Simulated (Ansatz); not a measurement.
TaTe:
```xyz
4
Lattice="4.7914 0.0000 0.0000 0.0000 3.3967 0.0000 0.0000 0.0000 4.9014" Properties=species:S:1:pos:R:3 pbc="T T T"
Ta     1.1978     0.0000     3.8235
Ta     3.5935     0.0000     1.0779
Te     1.1978     1.6984     1.2593
Te     3.5935     1.6984     3.6421
```

Relaxed with r²SCAN.

Map the electron localisation function on the plane through (0.250, 0.000, 0.780) spanned by u = [0, 1, 0] and v = [0, 0, 1] in lattice vectors, from DFT-r²SCAN in the program Ansatz with PAW potentials.

x is the fraction of u, y of v (the angle between them is 90°; rows are the nearest grid lines); atoms in the plane: Ta at (0.00, 0.00), Te at (0.50, 0.48).
```
| .#@%=-=**=-=%@#. |
|.=%@%=-=**=-=%@%=.|
|#%@@*::=++=::*@@%#|
|@@%*-.:=++=:.-*%@@|
|##+-..:====:..-+##|
|-::..:=++++=:..::-|
|..:=*########*=:..|
|::=*###****###*=::|
|::=*##*+==+*##*=::|
|.:+**+=-::-=+**+:.|
|.:=*+=:.  .:=+*=:.|
|.:=++-.    .-++=:.|
|.:=+=-.    .-=+=:.|
|.:=++-.    .-++=:.|
|.:=*+=:    :=+*=:.|
|::+**+=:..:=+**+::|
|::=*#*+====+*#*=::|
|.:-+###*++*###+-:.|
|::..:=*####*=:..::|
|##+:.:=+**+=:.:+##|
|@@%*-:-=++=-:-*%@@|
|#%@@*::=++=::*@@%#|
|.=%@%=-=++=-=%@%=.|
| .#@%=-=**=-=%@#. |
```
Scale: ten equal steps from 0.018 (start of ' ') to 0.791 (end of '@'), in the order ' .:-=+*#%@'; x runs from 0.000 to 1.00, y from 0.000 (bottom) to 1.00 (top).

The density is the valence pseudo-density with augmentation charge, so density and ELF within about 1 Å of a nucleus are not all-electron values.

Space group Pmma. The start of the workflow was typed in or built on a structure type; neither database checked (COD, Materials Project) lists it. Its standing as an ambient phase is unchecked. Symmetry was held in the r²SCAN relaxation; whether a distortion lowers the energy is not shown. No spin polarisation was allowed. Its formation energy is positive at this level, so the cell may be metastable or incomplete. Scalar-relativistic: spin–orbit coupling is off unless named, which matters more the heavier the elements.

Potentials: the earlier of the program's two PAW sets.
